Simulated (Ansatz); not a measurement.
KZnF$_{3}$ (cubic perovskite)

```
KZnF3
1.0
    4.05234     0.00000     0.00000
    0.00000     4.05234     0.00000
    0.00000     0.00000     4.05234
K Zn F
1 1 3
Direct
  0.00000   0.00000   0.00000
  0.50000   0.50000   0.50000
  0.00000   0.50000   0.50000
  0.50000   0.00000   0.50000
  0.50000   0.50000   0.00000
```

In this cell atom 1 (K, nearest neighbour F at 2.865 Å; its periodic images, 4.1 Å or more away, move with it) is moved by u·(1.000, 0.000, 0.000) + v·(0.000, 1.000, 0.000); the rest is frozen.

All values below come from PBEsol (plane waves to 420 eV, PAW, scalar-relativistic; Ansatz, a quantum-chemistry and plane-wave program). k mesh 7×7×7 (Γ-centred), Fermi-Dirac smearing 0.05 eV. Stress and pressure are positive under compression. KZnF3 was relaxed with its symmetry unable to fall.

Changes of P (GPa) from the point u = 0.000 Å, v = 0.000 Å when one coordinate moves alone (two changes are said to add if the coupling is within 5 % of the smaller one, nearly so within 20 %):

```
point                      change
-------------------------  ------
u = 0.000 Å, v = -0.430 Å   1.723
u = 0.000 Å, v = -0.215 Å   0.418
u = -0.430 Å, v = 0.000 Å   1.723
u = -0.215 Å, v = 0.000 Å   0.418
u = 0.215 Å, v = 0.000 Å    0.418
u = 0.430 Å, v = 0.000 Å    1.723
u = 0.000 Å, v = 0.215 Å    0.418
u = 0.000 Å, v = 0.430 Å    1.723
```

Problem. Do the two effects add at u = -0.215 Å, v = 0.215 Å? Give the computed change.

Solution. The sum of the single changes is 0.418 + (0.418) = 0.836; the calculation gives 0.871, so the coupling contributes 0.035 (under 20 % of the smaller single change, nearly additive).

Problem. Do the two effects add at u = 0.430 Å, v = 0.215 Å? Give the computed change.

Solution. The sum of the single changes is 1.723 + (0.418) = 2.141; the calculation gives 2.290, so the coupling contributes 0.149 (over 20 % of the smaller single change, not additive).

(A displaced cell: forces are minus the slopes of the energy, force constants its curvatures, and phonons follow from these.)
